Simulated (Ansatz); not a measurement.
The end of the path is a generated cell of MoRu: the first start was made by placing the elements on the sites of a structure type, and the end was not matched to a known phase here, so it may be hypothetical.

A geometry of MoRu away from equilibrium: step 3 of the relaxation of a generated cell, MoRu built in the AFLOW prototype AB_oC8_65_j_g (as in VIr). All values below come from PBE (plane waves to 420 eV, PAW, scalar-relativistic; Ansatz, a first-principles code). Γ-centred k-mesh 7×7×11 on the run's cell (coarser than for final values), Fermi–Dirac smearing 0.05 eV. The plane waves were selected for a different cell earlier on the path.

```xyz
4
Lattice="3.0519 -3.4052 0.0000 3.0519 3.4052 0.0000 0.0000 0.0000 2.8762" Properties=species:S:1:pos:R:3 pbc="T T T"
Ru     3.0519    -1.9493     1.4381
Ru     3.0519     1.9493     1.4381
Mo     1.7750     0.0000     0.0000
Mo     4.3288     0.0000     0.0000
```

### Question
Give the Cartesian forces on all atoms (eV/Å).

### Answer
```csv
atom,Fx,Fy,Fz
Ru1,0.00,0.08,0.00
Ru2,0.00,-0.08,0.00
Mo3,0.39,0.00,0.00
Mo4,-0.39,0.00,0.00
```

The path ends in Cmmm (No. 65) (AFLOW prototype AB_oC8_65_j_g (as in VIr)). No spin polarisation in the result.

The run could not lose the symmetry of its start; a randomly shaken copy of 8 atoms returns to this structure.
